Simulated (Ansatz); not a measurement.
## Barrier of one jump, O in SrTiO₃

Theory: Ansatz 0.2.0, DFT PBE, scalar-relativistic, plane waves, PAW. (420 eV cutoff, 3×3×3 k-mesh, Gaussian smearing of 0.02 eV, no spin polarisation)

Host crystal, relaxed:

```
CELL_PARAMETERS angstrom
3.93642 0.00000 0.00000
0.00000 3.93642 0.00000
0.00000 0.00000 3.93642
ATOMIC_POSITIONS crystal
Sr 0.00000 0.00000 0.00000
Ti 0.50000 0.50000 0.50000
O 0.50000 0.00000 0.50000
O 0.50000 0.50000 0.00000
O 0.00000 0.50000 0.50000
```

In a supercell of 20 host sites with charge +2, O trades places with a neighbouring O vacancy, moving 2.51 Å between the relaxed ends. Climbing-image nudged elastic band at fixed cell with images 0 (start) to 4 (end), the path measured over all atoms, converged to 0.05 eV/Å; the order of the saddle wasn't checked, and the small cell leaves errors of about a tenth of an eV.

Supercell rows in host cell vectors: -1 1 1; 1 -1 1; 1 1 -1. O was set at (0.500, 0.000, 0.500) of the host cell.

At the relaxed start O has 1 Ti at 1.94 Å, 1 Ti at 2.02 Å, 2 Sr at 2.69 Å, 2 O at 2.71 Å, 1 O at 2.72 Å.

What barrier does the band give, and what surrounds the atom at the top?

0.64 eV at image 2, where O has 1 Ti at 1.74 Å.

Cost: 1 run of about 71 core-minutes, on AMD EPYC (Zen 3) (shared hosts).